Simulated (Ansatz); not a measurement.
KTaO₃:
```xyz
5
Lattice="4.0232 0.0000 0.0000 0.0000 4.0232 0.0000 0.0000 0.0000 4.0232" Properties=species:S:1:pos:R:3 pbc="T T T"
K      2.0116     2.0116     2.0116
Ta     0.0000     0.0000     0.0000
O      0.0000     2.0116     0.0000
O      2.0116     0.0000     0.0000
O      0.0000     0.0000     2.0116
```

PBE in the plane-wave PAW code Ansatz gives a gap of 2.17 eV without spin–orbit coupling, maximum at R, minimum at Γ.

Q: What happens when spin–orbit coupling is switched on?

A: The gap falls by 0.14 eV, to 2.03 eV; maximum at R, minimum at Γ.

Q: Give the electron effective mass with spin–orbit coupling, band 1 of 2 at the edge.

A: 0.76 along [100], 0.53 along [110], 0.43 along [111] (mₑ).

Q: Give the electron effective mass with spin–orbit coupling, band 2 of 2 at the edge.

A: 0.27 along [100], 0.32 along [110], 0.37 along [111] (mₑ).

Space group Pm-3m (cubic perovskite). The PBE relaxation kept the symmetry of its start. The run is not spin-polarised.

Potentials: the earlier of the program's two PAW sets.
